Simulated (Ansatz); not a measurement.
CuO:
```
CuO
1.0
   -1.37939     1.37939     2.72081
    1.37939    -1.37939     2.72081
    1.37939     1.37939    -2.72081
Cu O
1 1
Direct
  0.00000   0.00000   0.00000
  0.50000   0.50000   0.00000
```
Starting moments (μB, in the order of the atoms Cu O): 0.4 0.2.

Relaxed with r²SCAN. Special points in fractions of this cell's reciprocal vectors: Γ (0.000, 0.000, 0.000); X (0.000, 0.000, 0.500); P (0.250, 0.250, 0.250); N (0.000, 0.500, 0.000); M (0.500, 0.500, -0.500); S (0.314, 0.686, -0.314); S0 (-0.314, 0.314, 0.314); R (-0.129, 0.129, 0.500); G (0.500, 0.500, -0.129).

Q: List the band energies nearest the Fermi level at these points for r²SCAN in the plane-wave PAW code Ansatz.

A: In eV from the Fermi level; about four levels below and three above (degenerate sets whole), none deeper than 8.9 eV; … stands for higher levels left out; points with the same levels are listed once.

```
k                            below   above
---  -----------------------------  ------
Γ ↑        -2.99 -2.59 -2.52 -2.52       …
X ↑        -2.55 -2.37 -2.28 -2.23       …
P ↑  -2.83 -2.83 -2.33 -2.28 -1.64       …
N ↑        -2.37 -2.31 -1.71 -0.42  1.12 …
M ↑        -3.29 -2.25 -2.25 -1.98       …
S ↑        -2.51 -2.27 -1.69 -1.23  0.63 …
R ↑        -2.23 -2.14 -1.83 -1.55       …
Γ ↓        -2.41 -2.17 -2.17 -1.58       …
X ↓        -2.21 -2.19 -1.76 -0.54       …
P ↓  -2.50 -2.50 -2.19 -1.21 -0.54       …
N ↓        -2.16 -1.96 -1.36 -0.08  2.40 …
M ↓        -1.90 -1.90 -1.54 -1.46       …
S ↓        -2.31 -1.92 -1.28 -0.92  1.89 …
R ↓        -2.04 -1.61 -1.56 -0.05       …
```

Space group I4/mmm. The start of the workflow was typed in or built on a structure type; neither database checked (COD, Materials Project) lists it. It is not the phase usual at ambient conditions (space group No. 15). Symmetry was held in the r²SCAN relaxation; its stability against distortions is not shown here. Magnetic state: ferromagnetic, the only order run, not a proven ground state. The cell computed holds one magnetic atom, so no antiferromagnetic order was within reach. No Hubbard U is applied. The compound may be a true metal, but semilocal functionals without U, or a wrong spin order, can also close a gap.

Potentials: the earlier of the program's two PAW sets.
